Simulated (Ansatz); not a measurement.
Q: Cd (hcp (Mg type), space group No. 194) is relaxed with the program Ansatz at the r²SCAN+D4 level (PAW). What lattice parameters of the conventional cell result?

A: a = 2.979 Å, c = 5.555 Å.

Space group P6_3/mmc (hcp (Mg type)). The r²SCAN+D4 relaxation kept the symmetry of its start. The pairwise dispersion correction was not fitted to metals. Axis ratios of metals converge slowly with the k-mesh, so a and c are less sure than the volume.

Potentials: the earlier of the program's two PAW sets.
